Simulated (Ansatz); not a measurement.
GaN (zinc blende, F-43m), PBEsol (plane waves, PAW; program Ansatz). The conduction-band minimum lies at Γ, with 1 equivalent valley. Second derivatives d²E/dk² of the lowest band at one valley (eV·Å²), along Cartesian directions:

```
direction  d²E/dk²
---------  -------
[100]        49.39
[010]        49.39
[001]        49.39
[110]        49.37
[101]        49.37
[011]        49.37
```

### Question
Find the principal effective masses, the density-of-states mass and the conductivity mass.

### Answer
Off-diagonal terms follow from H_xy = H[110] − (H_xx + H_yy)/2, and m*/mₑ = 7.620 eV·Å² over each eigenvalue: 0.15, 0.15, 0.15. One valley's DOS mass (m₁m₂m₃)^(1/3) = 0.15, conductivity mass 3/(Σ 1/mᵢ) = 0.15 mₑ.

### Question
What effective density of states Nc follows at 300 K for parabolic valleys?

### Answer
Nc = 2.509e19 × 1 × (0.15)^(3/2) ≈ 1.5e18 cm⁻³.

Symmetry was held in the PBEsol relaxation. Scalar-relativistic: spin–orbit coupling is off unless named, which matters more the heavier the elements.

Potentials: the later of the program's two PAW sets.

Edges and masses are those of Kohn–Sham bands, whose gap is no quasiparticle gap.
